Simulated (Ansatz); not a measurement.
Relaxed-ion elastic tensor of NaCl (NiAs type, P6_3/mmc) in GPa (Voigt order), plane-wave PAW PBEsol (Ansatz code); density 2.16 g/cm³, 22.50 Å³ per atom.

```
41.5  15.9  10.6   0.0   0.0   0.0
15.9  41.5  10.6   0.0   0.0   0.0
10.6  10.6  70.3   0.0   0.0   0.0
 0.0   0.0   0.0   8.9   0.0   0.0
 0.0   0.0   0.0   0.0   8.9   0.0
 0.0   0.0   0.0   0.0   0.0  12.8
```

Question: Is the crystal mechanically stable?

Answer: Yes: the smallest eigenvalue of C is 8.9 GPa.

Question: Work out the Voigt, Reuss and Hill averages.

Answer: K_V = 25.3, K_R = 24.5, K_H = 24.9; G_V = 13.9, G_R = 11.9, G_H = 12.9 GPa.

Question: Give Young's modulus, Poisson's ratio, Pugh's ratio and the universal anisotropy index.

Answer: E = 9KG/(3K + G) = 32.9 GPa; ν = 0.28; K/G = 1.93 (ductile by the Pugh limit of 1.75); A_U = 5G_V/G_R + K_V/K_R − 6 = 0.87.

Question: Estimate the sound speeds and the Debye temperature.

Answer: v_l = √((K + 4G/3)/ρ) = 4410 m/s, v_t = √(G/ρ) = 2440 m/s, mean 2720 m/s; Θ = (h/k)(3n/4πV)^(1/3) v_m = 287 K.

Question: Solve the Christoffel equation for the three sound speeds along x, y, z.

Answer: Eigenvalues of C_ijkl n_j n_l equal ρv². In km/s, slowest first: x 2.03, 2.44, 4.39; y 2.03, 2.44, 4.39; z 2.03, 2.03, 5.71.

Question: How much does each axis shrink under pressure?

Answer: Linear compressibilities β_i = Σ_j S_ij (j = 1 to 3): x 16, y 16, z 9.5 per TPa.

The first step of the workflow began from a Materials Project structure, measured or hypothetical; the Crystallography Open Database copy checked does not list it. It is not the phase usual at ambient conditions (space group No. 225). The PBEsol relaxation kept the symmetry of its start; phonons on a q-mesh show no instability.

Potentials: the later of the program's two PAW sets.
